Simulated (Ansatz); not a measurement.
Total density of states per atom from r²SCAN (plane waves, PAW; program Ansatz), in 0.25 eV bins, energy from the valence-band maximum:

(E (eV), states/eV/atom): (-7.85, 0.19); (-7.60, 0.28); (-7.35, 0.34); (-7.10, 0.40); (-6.85, 0.39); (-6.60, 0.50); (-6.35, 0.46); (-6.10, 0.29); (-5.85, 0.18); (-5.60, 0.20); (-5.35, 0.28); (-5.10, 0.30); (-4.85, 0.31); (-4.60, 0.31); (-4.35, 0.32); (-4.10, 0.33); (-3.85, 0.33); (-3.60, 0.33); (-3.35, 0.36); (-3.10, 0.41); (-2.85, 0.53); (-2.60, 0.61); (-2.35, 0.67); (-2.10, 0.65); (-1.85, 0.58); (-1.60, 0.51); (-1.35, 0.46); (-1.10, 0.41); (-0.85, 0.37); (-0.60, 0.25); (-0.35, 0.21); (-0.10, 0.10); (0.15, 0.00); (0.40, 0.00); (0.65, 0.00); (0.90, 0.01); (1.15, 0.01); (1.40, 0.02); (1.65, 0.03); (1.90, 0.04); (2.15, 0.05); (2.40, 0.06); (2.65, 0.07); (2.90, 0.10); (3.15, 0.11); (3.40, 0.12); (3.65, 0.13); (3.90, 0.15); (4.15, 0.16); (4.40, 0.18); (4.65, 0.26); (4.90, 0.32); (5.15, 0.37); (5.40, 0.45)

Problem. Which of these materials gives this?
(A) GaN, I4mm (Ga on 2a, N on 2a)
(B) GaAs, I-4m2 (Ga on 2c, As on 2a)
(C) Si3N4, P6_3/m (Si on 6h, N on 2d, N on 6h)
(D) Ga, P2_1/m (Ga on 2e)

Solution. A, GaN, I4mm (Ga on 2a, N on 2a). Top 1 eV of the valence band: N 2p 92 %. Bottom 1 eV of the conduction band: Ga 4s 70 %, Ga 4p 20 %, N 2p 7 %. Projections are on Löwdin-orthogonalised atomic valence shells; empty p or d shells of many metals are not among them.

The first step of the workflow began from a Materials Project structure, measured or hypothetical; the Crystallography Open Database copy checked does not list it. It is not the phase usual at ambient conditions (space group No. 186, 216). The cell was relaxed with r²SCAN under the symmetry of its start; of distortions, only those at the zone centre were tested. Scalar-relativistic: spin–orbit coupling is off unless named, which matters more the heavier the elements.

Potentials: the earlier of the program's two PAW sets.
